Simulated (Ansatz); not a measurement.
Ti$_{3}$C$_{2}$O$_{2}$:
```xyz
7
Lattice="3.0054 0.0000 0.0000 -1.5027 2.6028 0.0000 0.0000 0.0000 10.6649" Properties=species:S:1:pos:R:3 pbc="T T T"
O      0.0000     0.0000     7.2111
Ti     0.0000     1.7352     8.1138
C      1.5027     0.8676     9.4184
Ti     0.0000     0.0000     0.0000
C      0.0000     1.7352     1.2465
Ti     1.5027     0.8676     2.5510
O      0.0000     0.0000     3.4538
```

Relaxed with PBEsol. Special points in fractions of this cell's reciprocal vectors: Γ (0.000, 0.000, 0.000); M (0.500, 0.000, 0.000); K (0.333, 0.333, 0.000); A (0.000, 0.000, 0.500); L (0.500, 0.000, 0.500); H (0.333, 0.333, 0.500).

**Question.** List the band energies nearest the Fermi level at these points for PBEsol (plane waves, PAW; program Ansatz).

**Answer.** In eV from the Fermi level; about four levels below and three above (degenerate sets whole), none deeper than 8.9 eV; points with the same levels are listed once.

```
k                    below                above
-  -----------------------  -------------------
Γ  -3.12 -1.83 -1.83 -0.02  0.70 0.70 0.82 0.82
M  -2.28 -1.13 -0.84 -0.09       1.25 2.11 2.46
K  -3.10 -2.78 -2.78 -2.44  1.74 1.74 1.86 1.86
A  -2.96 -1.83 -1.83 -0.17  0.70 0.70 0.82 0.82
L  -2.28 -1.15 -0.84 -0.07       1.25 2.09 2.46
H  -3.00 -2.78 -2.78 -2.51  1.74 1.74 1.86 1.86
```

Space group P-3m1. The start of the workflow was typed in or built on a structure type; neither database checked (COD, Materials Project) lists it. Its standing as an ambient phase is unchecked. The cell was relaxed with PBEsol under the symmetry of its start; of distortions, only those at the zone centre were tested. The workflow began spin-polarised and lost its moments. A crystal of weakly bound layers computed without a dispersion correction: the cell and the soft elastic constants depend strongly on that. The compound may be a true metal, but semilocal functionals without U, or a wrong spin order, can also close a gap.

Potentials: the later of the program's two PAW sets.
